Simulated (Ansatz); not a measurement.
BeAg:
```
BeAg
1.0
    2.94714     0.00000     0.00000
    0.00000     2.94714     0.00000
    0.00000     0.00000     2.94714
Be Ag
1 1
Direct
  0.00000   0.00000   0.00000
  0.50000   0.50000   0.50000
```

Relaxed with PBE. Special points in fractions of this cell's reciprocal vectors: Γ (0.000, 0.000, 0.000); X (0.000, 0.500, 0.000); M (0.500, 0.500, 0.000); R (0.500, 0.500, 0.500).

Q: List the band energies nearest the Fermi level at these points for DFT-PBE in the program Ansatz with PAW potentials.

A: In eV from the Fermi level; about four levels below and three above (degenerate sets whole), none deeper than 8.9 eV; points with the same levels are listed once.

```json
[
 {"k": "Γ", "below": "-6.52 -6.52 -4.49 -4.49 -4.49", "above": "4.52 4.52 4.52"},
 {"k": "X", "below": "-5.40 -5.40 -4.94 -4.41 -2.30", "above": "8.40 8.40 10.81"},
 {"k": "M", "below": "-5.11 -5.11 -3.79 -2.14 -2.14", "above": "2.92 3.37 7.87"},
 {"k": "R", "below": "-6.94 -6.94 -6.94 -3.74 -3.74", "above": "3.70 4.25 4.25 4.25"}
]
```

Space group Pm-3m (CsCl type). The start of the workflow was typed in or built on a structure type; neither database checked (COD, Materials Project) lists it. Its standing as an ambient phase is unchecked. The cell was relaxed with PBE under the symmetry of its start; whether a distortion lowers the energy is not shown. The run is not spin-polarised. Its formation energy is positive at this level, so the cell may be metastable or incomplete. Spin–orbit coupling is left out wherever it is not named.

Potentials: the later of the program's two PAW sets.
